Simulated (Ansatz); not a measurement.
**Si3Ge, first-principles data**

Si$_{3}$Ge:
```
Si3Ge
1.0
    3.88587     0.00000     0.00000
    0.00000     3.88587     0.00000
    0.00000     0.00000     5.48828
Si Ge
3 1
Cartesian
  1.94293   0.00000   4.14284
  0.00000   0.00000   0.00000
  0.00000   1.94293   1.34543
  1.94293   1.94293   2.74414
```

Space group P-4m2 (No. 115); conventional cell a = b = 3.8859 Å, c = 5.4883 Å, α = β = γ = 90.00°.

Method: the program Ansatz at the r²SCAN level (PAW). The cell and atoms are relaxed at this level. Other levels are named where they apply.

**Cell and energy**

- Volume per atom = 20.72 Å³
- Density = 3.14 g/cm³
- Formation energy from the elements (no fitted shifts) = 0.008 eV/atom

**Electronic structure**

Band gap: 0.56 eV (indirect)
Valence-band maximum: at Γ
Conduction-band minimum: at M
Smallest direct gap on the standard path: 0.85 eV
Electron effective mass: 0.19, 0.42, 0.42 mₑ (principal values)
Electron effective mass with spin–orbit coupling: 0.19, 0.42, 0.42 mₑ (principal values)
Hole effective mass, band 1 of 2 at the edge: 2.1 along x, 0.24 along z (mₑ)
Hole effective mass, band 2 of 2 at the edge: 0.088 along x, 0.24 along z (mₑ)
Hole effective mass with spin–orbit coupling: 0.17, 0.19, 0.24 mₑ (principal values)
HSE06 gap on the r²SCAN cell: 0.94 eV
Gap with spin–orbit coupling: 0.53 eV

**Mechanics**

- Bulk modulus (Birch–Murnaghan fit): 90.8 GPa
- Pressure derivative B′: 4.3
- Elastic constants (relaxed ions, GPa): C11 = 188, C12 = 28.4, C13 = 57.1, C33 = 158, C44 = 79.0, C66 = 50.8
- Mechanical stability: stable (all eigenvalues of C positive)
- Hill bulk and shear moduli: 91.0 and 66.3 GPa
- Young's modulus: 160 GPa
- Poisson's ratio: 0.21
- Debye temperature from the elastic constants: 550 K

**Charges**

Bader charges: Si +0.04 to +0.18, Ge -0.39 e

The start of the workflow was typed in or built on a structure type; neither database checked (COD, Materials Project) lists it. Its standing as an ambient phase is unchecked. The cell was relaxed with r²SCAN under the symmetry of its start; its stability against distortions is not shown here. The references are the lowest solids computed at this level, not always the standard phases. Spin–orbit coupling is left out wherever it is not named.

Potentials: the earlier of the program's two PAW sets. The files were generated under PBE; for other functionals the program regenerates the frozen cores, and for LDA and PBEsol the local potential too.
